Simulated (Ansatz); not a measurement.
TiC:
```yaml
crystal:
  lattice:
    - [0.00000, 2.16624, 2.16624]
    - [2.16624, 0.00000, 2.16624]
    - [2.16624, 2.16624, 0.00000]
  atoms:
    - { symbol: Ti, position: [0.00000, 0.00000, 0.00000] }
    - { symbol: C, position: [0.50000, 0.50000, 0.50000] }
```

Relaxed with PBE. Special points in fractions of this cell's reciprocal vectors: Γ (0.000, 0.000, 0.000); X (0.500, 0.000, 0.500); U (0.625, 0.250, 0.625); K (0.375, 0.375, 0.750); L (0.500, 0.500, 0.500); W (0.500, 0.250, 0.750).

**Question.** List the band energies nearest the Fermi level at these points for plane-wave PAW PBE (Ansatz code).

**Answer.** In eV from the Fermi level; about four levels below and three above (degenerate sets whole), none deeper than 8.9 eV; points with the same levels are listed once.

| k | below | above |
|---|---|---|
| Γ | – | 0.71 0.71 0.71 |
| X | -3.43 -1.60 -0.03 -0.03 | 2.73 3.53 3.53 |
| U | -3.46 -3.34 -1.72 | 1.47 3.15 3.84 |
| L | -5.83 -2.89 -2.89 | 2.93 2.93 4.11 |
| W | -3.14 -3.14 -2.70 | 2.80 2.80 3.54 |

Space group Fm-3m (rock salt). The cell was relaxed with PBE under the symmetry of its start. No spin polarisation was allowed.

Potentials: the earlier of the program's two PAW sets.
